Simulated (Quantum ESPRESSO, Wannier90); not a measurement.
Wannierisation of LiCl (rock salt)

```yaml
crystal:
  lattice:
    - [0.00000, 2.54212, 2.54212]
    - [2.54212, 0.00000, 2.54212]
    - [2.54212, 2.54212, 0.00000]
  atoms:
    - { symbol: Li, position: [0.00000, 0.00000, 0.00000] }
    - { symbol: Cl, position: [0.50000, 0.50000, 0.50000] }
```

Materials Project entry mp-22905; symmetrised, unrelaxed at this level. COD (Crystallography Open Database) has an entry of this formula and space group (matched by these alone). Method: PBEsol plane waves in Quantum ESPRESSO 7.5 (PseudoDojo norm-conserving files, 60 Ry, no spin polarisation, no spin-orbit coupling), Bloch states on a 8×8×8 mesh through Γ, Wannier90 4.0.1. Density: 10×10×10 mesh, cold smearing 0.01 Ry.

Functional, cutoff and mesh named above are those of the base row (8×8×8); the first column says what each row takes instead. Model: 4 functions from bands 2-5, start SCDM (isolated) (the valence bands). Energies are relative to the valence-band maximum; the misfit is to pw.x on a path, for all bands of the set. Only the mesh of Bloch states changes. Ω_total can sit in another minimum from row to row; Ω_I of an isolated set cannot. A star marks runs that hit the step limit.

```json
[
 {"mesh": "3×3×3", "Ω_I (Å²)": "2.85", "Ω_total (Å²)": "3.61", "rms misfit (meV)": "77", "k-points (cost)": "27", "rough cost of nscf and overlaps (first row = 1)": "1.0"},
 {"mesh": "4×4×4", "Ω_I (Å²)": "3.07", "Ω_total (Å²)": "3.86", "rms misfit (meV)": "10", "k-points (cost)": "64", "rough cost of nscf and overlaps (first row = 1)": "1.1"},
 {"mesh": "5×5×5", "Ω_I (Å²)": "3.18", "Ω_total (Å²)": "3.98*", "rms misfit (meV)": "8.9", "k-points (cost)": "125", "rough cost of nscf and overlaps (first row = 1)": "2.9"},
 {"mesh": "7×7×7", "Ω_I (Å²)": "3.29", "Ω_total (Å²)": "4.10", "rms misfit (meV)": "1.2", "k-points (cost)": "343", "rough cost of nscf and overlaps (first row = 1)": "5"},
 {"mesh": "8×8×8", "Ω_I (Å²)": "3.31", "Ω_total (Å²)": "4.12", "rms misfit (meV)": "0.2", "k-points (cost)": "512", "rough cost of nscf and overlaps (first row = 1)": "11"},
 {"mesh": "10×10×10", "Ω_I (Å²)": "3.35", "Ω_total (Å²)": "4.16", "rms misfit (meV)": "0.0", "k-points (cost)": "1000", "rough cost of nscf and overlaps (first row = 1)": "18"}
]
```
